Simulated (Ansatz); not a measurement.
The elements of this relaxed trial sheet are hidden behind letters. Only a and b repeat, and vacuum parts the sheet from its images along c.

```
lattice vectors (Å)
   3.9878    0.0000    0.0000
   0.0000    3.9878    0.0000
   0.0000    0.0000   32.4753
fractional positions
X 0.0000 0.0000 0.2925
Z 0.0000 0.0000 0.2340
Z 0.0000 0.0000 0.3510
Z 0.0000 0.5000 0.2925
Z 0.5000 0.0000 0.2925
```

These are results of DFT PBE, scalar-relativistic, plane waves, PAW in Ansatz, not measurements. Settings of the last relaxation (5-atom cell): 420 eV, 10×10×1 k points, Gaussian smearing of 0.10 eV, no spin polarisation.

| Item | Value |
| --- | --- |
| Layer group | p4/mmm (No. 61) |
| In-plane cell | a = 3.988 Å, b = 3.988 Å, γ = 90.0° |
| Area per atom | 3.18 Å² |
| Thickness between the outermost nuclei | 3.80 Å |
| Formation energy | −0.81 eV/atom |
| Gap on the 10×10×1 mesh of the 5-atom cell | 0 eV (a metal) |

Energies are uncorrected and count from the elements' standard states at the same level.

Q: X is a d-block element of period 5 and Z is a p-block element of period 2. Which elements are they?

A: X = Nb, Z = O, so the formula is NbO4. Nb at height 1.90 Å has 6 O at 1.90–1.99 Å; O at height 0.00 Å has 1 Nb at 1.90 Å; O at height 1.90 Å has 2 Nb at 1.99 Å. Other elements may fit the hints; this set was computed.

An odd number of electrons in the primitive cell allows no gap without spin; a larger cell or a magnetic state could open one. The cell is a metal run without spin; a magnetic state may lie lower. Symmetry constrained the relaxation, so the result can be a saddle point.
